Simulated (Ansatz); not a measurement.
A distorted cell of MgO (rock salt):

```yaml
crystal:
  lattice:
    - [0.00000, 4.25375, 4.25375]
    - [2.12687, 0.00000, 2.12687]
    - [2.12687, 2.12687, 0.00000]
  atoms:
    - { symbol: O, position: [0.96991, 0.06018, 0.06018] }
    - { symbol: O, position: [0.50000, 0.00000, 0.00000] }
    - { symbol: Mg, position: [0.25000, 0.50000, 0.50000] }
    - { symbol: Mg, position: [0.75000, 0.50000, 0.50000] }
```

Level of theory: PBE (plane waves to 420 eV, PAW, scalar-relativistic; Ansatz, a program for electronic structure). k mesh 11×11×11 (Γ-centred), Fermi-Dirac smearing 0.05 eV. E stands for the smeared free energy. Compression counts positive. MgO was relaxed with its symmetry unable to fall.

Question: Predict the force on every atom, in eV/Å.

Answer: 
```
atom      Fx      Fy      Fz
----  ------  ------  ------
O1    -2.539   0.472   0.472
O2     0.721  -0.466  -0.466
Mg3    0.200  -0.012  -0.012
Mg4    1.619   0.005   0.005
```

Question: Give the stress tensor in GPa and the pressure.

Answer: 
```
   10.6     -0.2     -0.2
   -0.2     -0.1     -0.2
   -0.2     -0.2     -0.1
```
The pressure, a third of the trace, is 3.4 GPa.

Question: In it atom 1 sits (0.256, 0.000, 0.000) Å away from its relaxed site. What is its energy relative to the relaxed cell?

Answer: 285 meV/cell.

(A displaced cell: forces are minus the slopes of the energy, force constants its curvatures, and phonons follow from these.)
